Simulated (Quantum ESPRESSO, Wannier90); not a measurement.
# Wannier functions of MgPdF6 (R-3)

Cell from Materials Project (mp-7921), symmetrised, no further relaxation. COD (Crystallography Open Database) has an entry of this formula and space group (matched by these alone). Method: PBEsol plane waves in Quantum ESPRESSO 7.5 (PseudoDojo norm-conserving files, 68 Ry, no spin polarisation, no spin-orbit coupling), Bloch states on a 4×4×4 mesh through Γ, Wannier90 4.0.1. Density: 8×8×8 mesh, cold smearing 0.01 Ry.

On the energy scale of pw.x, whose zero is arbitrary, the valence-band maximum lies at 3.50 eV.

Input w.win:

```
num_bands = 36
num_wann = 23
exclude_bands = 1-14
num_iter = 400
conv_tol = 1.0e-6
conv_window = 4
dis_num_iter = 600
dis_conv_tol = 1.0e-6
dis_froz_max = 6.88
write_hr = true
write_u_matrices = true
begin projections
Pd: d
F: p
end projections
begin unit_cell_cart
ang
   -2.4656499840    4.2706310461    0.0000000000
   -4.9312999681    0.0000000000    0.0000000000
   -2.4656499840    1.4235436820    4.5099900000
end unit_cell_cart
begin atoms_frac
Mg   0.5000000000  0.5000000000  0.5000000000
Pd   0.0000000000  0.0000000000  0.0000000000
F   -0.2425900000  0.1003300000 -0.2467930000
F    0.2425900000 -0.1003300000  0.2467930000
F    0.3890530000 -0.2425900000 -0.2467930000
F   -0.3890530000  0.2425900000  0.2467930000
F    0.1003300000  0.3890530000 -0.2467930000
F   -0.1003300000 -0.3890530000  0.2467930000
end atoms_frac
mp_grid = 4 4 4
begin kpoints
0.0000000000 0.0000000000 0.0000000000
0.0000000000 0.0000000000 0.2500000000
0.0000000000 0.0000000000 0.5000000000
... (61 more lines: the 4x4x4 mesh through Gamma)
end kpoints
```

Input of pw2wannier90.x that gives the overlap and projection files (equivalent; here they were cut from one run over all bands):

```
&inputpp
  outdir = './out'
  prefix = 'pwscf'
  seedname = 'w'
  write_amn = .true.
  write_mmn = .true.
/
```

Output w.wout (banner and timings cut):

```
                                    ------
                                    SYSTEM
                                    ------

                              Lattice Vectors (Ang)
                    a_1    -2.465650   4.270631   0.000000
                    a_2    -4.931300   0.000000   0.000000
                    a_3    -2.465650   1.423544   4.509990

                   Unit Cell Volume:      94.97932  (Ang^3)

                        Reciprocal-Space Vectors (Ang^-1)
                    b_1     0.000000   1.471255  -0.464390
                    b_2    -1.274144  -0.735627  -0.464390
                    b_3     0.000000   0.000000   1.393171

 *----------------------------------------------------------------------------*
 |   Site       Fractional Coordinate          Cartesian Coordinate (Ang)     |
 +----------------------------------------------------------------------------+
 | mg   1   0.50000   0.50000   0.50000   |   -4.93130   2.84709   2.25500    |
 | pd   1   0.00000   0.00000   0.00000   |   -0.00000   0.00000   0.00000    |
 | f    1  -0.24259   0.10033  -0.24679   |    0.71189  -1.38733  -1.11303    |
 | f    2   0.24259  -0.10033   0.24679   |   -0.71189   1.38733   1.11303    |
 | f    3   0.38905  -0.24259  -0.24679   |    0.84552   1.31018  -1.11303    |
 | f    4  -0.38905   0.24259   0.24679   |   -0.84552  -1.31018   1.11303    |
 | f    5   0.10033   0.38905  -0.24679   |   -1.55741   0.07715  -1.11303    |
 | f    6  -0.10033  -0.38905   0.24679   |    1.55741  -0.07715   1.11303    |
 *----------------------------------------------------------------------------*
                                ------------
                                K-POINT GRID
                                ------------

             Grid size =  4 x  4 x  4      Total points =   64

 *---------------------------------- MAIN ------------------------------------*
 |  Number of Wannier Functions               :                23             |
 |  Number of Objective Wannier Functions     :                23             |
 |  Number of input Bloch states              :                36             |
 |  Output verbosity (1=low, 5=high)          :                 1             |
 |  Timing Level (1=low, 5=high)              :                 1             |
 |  Optimisation (0=memory, 3=speed)          :                 3             |
 |  Length Unit                               :               Ang             |
 |  Post-processing setup (write *.nnkp)      :                 F             |
 |  Using Gamma-only branch of algorithms     :                 F             |
 *----------------------------------------------------------------------------*
 *------------------------------- WANNIERISE ---------------------------------*
 |  Total number of iterations                :               400             |
 |  Number of CG steps before reset           :                 5             |
 |  Trial step length for line search         :             2.000             |
 |  Convergence tolerence                     :         0.100E-05             |
 |  Convergence window                        :                 4             |
 |  Iterations between writing output         :                 1             |
 |  Iterations between backing up to disk     :               100             |
 |  Write r^2_nm to file                      :                 F             |
 |  Write xyz WF centres to file              :                 F             |
 |  Write on-site energies <0n|H|0n> to file  :                 F             |
 |  Use guiding centre to control phases      :                 F             |
 |  Use phases for initial projections        :                 F             |
 *----------------------------------------------------------------------------*
 *------------------------------- DISENTANGLE --------------------------------*
 |  Using band disentanglement                :                 T             |
 |  Total number of iterations                :               600             |
 |  Mixing ratio                              :             0.500             |
 |  Convergence tolerence                     :         1.000E-06             |
 |  Convergence window                        :                 3             |
 *----------------------------------------------------------------------------*
 *-------------------------------- PLOTTING ----------------------------------*
 |  Plotting Hamiltonian in WF basis          :                 T             |
 *----------------------------------------------------------------------------*

       ... (k-mesh section left out)

 Starting a new Wannier90 calculation ...

 Reading overlaps from w.mmn

 Reading projections from w.amn

 *------------------------------- DISENTANGLE --------------------------------*
 +----------------------------------------------------------------------------+
 |                              Energy  Windows                               |
 |                              ---------------                               |
 |                   Outer:   -3.10662  to   22.13235  (eV)                   |
 |                   Inner:   -3.10662  to    6.88000  (eV)                   |
 +----------------------------------------------------------------------------+
   Number of target bands to extract:   23

                   Unitarised projection of Wannier functions
                   ------------------------------------------
   A_mn = <psi_m|g_n> --> S = A.A^+ --> U = S^-1/2.A
   In dis_project... done
   Using an inner window (linner = T)
   In dis_proj_froz... done

                   Extraction of optimally-connected subspace
                   ------------------------------------------
 +---------------------------------------------------------------------+<-- DIS
 |  Iter     Omega_I(i-1)      Omega_I(i)      Delta (frac.)           |<-- DIS
 +---------------------------------------------------------------------+<-- DIS
       1      12.78553587      12.78553587      -5.551E-16    <-- DIS
       2      12.78553587      12.78553587      -5.551E-16    <-- DIS
       3      12.78553587      12.78553587      -5.551E-16    <-- DIS

             <<<      Delta < 1.000E-06  over  3 iterations     >>>
             <<< Disentanglement convergence criteria satisfied >>>

        Final Omega_I    12.78553587 (Ang^2)

 +----------------------------------------------------------------------------+

 Writing checkpoint file w.chk... done

 *------------------------------- WANNIERISE ---------------------------------*
 +--------------------------------------------------------------------+<-- CONV
 | Iter  Delta Spread     RMS Gradient      Spread (Ang^2)            |<-- CONV
 +--------------------------------------------------------------------+<-- CONV

 ------------------------------------------------------------------------------
 Initial State
  WF centre and spread    1  ( -0.000000, -0.000000, -0.000000 )     0.63905384
  WF centre and spread    2  (  0.000000,  0.000000,  0.000000 )     0.65274692
  WF centre and spread    3  (  0.000000,  0.000000, -0.000000 )     0.65274692
  WF centre and spread    4  (  0.000000, -0.000000,  0.000000 )     0.64539022
  WF centre and spread    5  ( -0.000000, -0.000000,  0.000000 )     0.64539023
  WF centre and spread    6  (  0.696329, -1.386735, -1.129579 )     0.54055143
  WF centre and spread    7  (  0.720050, -1.385907, -1.111745 )     0.52864081
  WF centre and spread    8  (  0.695039, -1.409595, -1.112982 )     0.55205694
  WF centre and spread    9  ( -0.696329,  1.386735,  1.129579 )     0.54055143
  WF centre and spread   10  ( -0.720050,  1.385907,  1.111745 )     0.52864081
  WF centre and spread   11  ( -0.695039,  1.409595,  1.112982 )     0.55205694
  WF centre and spread   12  (  0.852783,  1.296406, -1.129579 )     0.54055143
  WF centre and spread   13  (  0.864854,  1.297891, -1.116173 )     0.54565922
  WF centre and spread   14  (  0.848602,  1.325329, -1.108670 )     0.53504854
  WF centre and spread   15  ( -0.852783, -1.296406,  1.129579 )     0.54055143
  WF centre and spread   16  ( -0.864854, -1.297891,  1.116173 )     0.54565922
  WF centre and spread   17  ( -0.848602, -1.325329,  1.108670 )     0.53504854
  WF centre and spread   18  ( -1.549112,  0.090329, -1.129579 )     0.54055143
  WF centre and spread   19  ( -1.576068,  0.088987, -1.109250 )     0.54686156
  WF centre and spread   20  ( -1.552425,  0.083276, -1.115517 )     0.53405617
  WF centre and spread   21  (  1.549112, -0.090329,  1.129579 )     0.54055143
  WF centre and spread   22  (  1.576068, -0.088987,  1.109250 )     0.54686156
  WF centre and spread   23  (  1.552425, -0.083276,  1.115517 )     0.53405617
  Sum of centres and spreads ( -0.000000, -0.000000,  0.000000 )    12.96328316

      0     0.130E+02     0.0000000000       12.9632831585  <-- CONV
        O_D=      0.0000775 O_OD=      0.1776698 O_TOT=     12.9632832 <-- SPRD
 ------------------------------------------------------------------------------
      1    -0.393E-01     0.1507967962       12.9239714386  <-- CONV
        O_D=      0.0001867 O_OD=      0.1382489 O_TOT=     12.9239714 <-- SPRD
      2    -0.184E-01     0.1397095827       12.9055233457  <-- CONV
        O_D=      0.0001418 O_OD=      0.1198457 O_TOT=     12.9055233 <-- SPRD
      3    -0.765E-02     0.1048719541       12.8978688284  <-- CONV
        O_D=      0.0000635 O_OD=      0.1122695 O_TOT=     12.8978688 <-- SPRD
      4    -0.317E-02     0.0758751121       12.8946987088  <-- CONV
        O_D=      0.0000538 O_OD=      0.1091090 O_TOT=     12.8946987 <-- SPRD
      5    -0.812E-03     0.0425680399       12.8938863498  <-- CONV
        O_D=      0.0000312 O_OD=      0.1083193 O_TOT=     12.8938863 <-- SPRD
       ... (lines left out)
     13    -0.210E-06     0.0007124988       12.8935412447  <-- CONV
        O_D=      0.0000289 O_OD=      0.1079764 O_TOT=     12.8935412 <-- SPRD
     14    -0.202E-06     0.0005232938       12.8935410423  <-- CONV
        O_D=      0.0000289 O_OD=      0.1079762 O_TOT=     12.8935410 <-- SPRD
     15    -0.278E-06     0.0005590616       12.8935407640  <-- CONV
        O_D=      0.0000289 O_OD=      0.1079759 O_TOT=     12.8935408 <-- SPRD
             <<<     Delta < 1.000E-06  over  4 iterations     >>>
             <<< Wannierisation convergence criteria satisfied >>>
 Final State
  WF centre and spread    1  ( -0.000000, -0.000000, -0.000000 )     0.64139559
  WF centre and spread    2  (  0.000000,  0.000000,  0.000000 )     0.65609594
  WF centre and spread    3  (  0.000000,  0.000000, -0.000000 )     0.65615122
  WF centre and spread    4  (  0.000000, -0.000000,  0.000000 )     0.64845710
  WF centre and spread    5  ( -0.000000, -0.000000,  0.000000 )     0.64846170
  WF centre and spread    6  (  0.696566, -1.387396, -1.129900 )     0.53582333
  WF centre and spread    7  (  0.720087, -1.386427, -1.112164 )     0.52449356
  WF centre and spread    8  (  0.695322, -1.410140, -1.113673 )     0.54677329
  WF centre and spread    9  ( -0.696566,  1.387396,  1.129900 )     0.53582333
  WF centre and spread   10  ( -0.720087,  1.386427,  1.112164 )     0.52449356
  WF centre and spread   11  ( -0.695322,  1.410140,  1.113673 )     0.54677329
  WF centre and spread   12  (  0.853231,  1.296941, -1.129891 )     0.53581118
  WF centre and spread   13  (  0.865107,  1.298308, -1.116640 )     0.54163524
  WF centre and spread   14  (  0.849115,  1.325727, -1.109319 )     0.52965398
  WF centre and spread   15  ( -0.853231, -1.296941,  1.129891 )     0.53581118
  WF centre and spread   16  ( -0.865107, -1.298308,  1.116640 )     0.54163525
  WF centre and spread   17  ( -0.849115, -1.325727,  1.109319 )     0.52965398
  WF centre and spread   18  ( -1.549801,  0.090446, -1.129901 )     0.53581552
  WF centre and spread   19  ( -1.576746,  0.089134, -1.110029 )     0.54089275
  WF centre and spread   20  ( -1.552835,  0.083389, -1.115842 )     0.53059074
  WF centre and spread   21  (  1.549801, -0.090446,  1.129901 )     0.53581553
  WF centre and spread   22  (  1.576746, -0.089134,  1.110029 )     0.54089275
  WF centre and spread   23  (  1.552835, -0.083389,  1.115842 )     0.53059074
  Sum of centres and spreads ( -0.000000, -0.000000,  0.000000 )    12.89354076

         Spreads (Ang^2)       Omega I      =    12.785535872
        ================       Omega D      =     0.000028949
                               Omega OD     =     0.107975944
    Final Spread (Ang^2)       Omega Total  =    12.893540764
```
